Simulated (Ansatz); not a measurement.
GaRu₃C (anti-perovskite, Pm-3m) at seven volumes, PBEsol (plane waves, PAW; program Ansatz), scaled uniformly. One row is withheld.

```tsv
V (Å³/atom)	P (GPa)
11.452	32.28
11.830	19.65
12.207	?
12.585	-0.01
12.962	-7.60
13.340	-14.01
13.717	-19.39
```

Question: Fit the shown pressures and predict the withheld one.

Answer: Third-order Birch–Murnaghan: P = (3/2)B₀(x^(7/2) − x^(5/2))[1 + (3/4)(B′ − 4)(x − 1)] with x = (V₀/V)^(2/3). Least squares on the six rows gives V₀ = 12.585 Å³/atom, B₀ = 274.9 GPa, B′ = 4.64. At V = 12.207, x = 1.0205 and P = 9.00 GPa. The run itself gave 8.99 GPa.

The start of the workflow was typed in or built on a structure type; neither database checked (COD, Materials Project) lists it. Its standing as an ambient phase is unchecked. The PBEsol relaxation kept the symmetry of its start; phonons show weakly imaginary modes. No spin polarisation was allowed.

Potentials: the later of the program's two PAW sets.
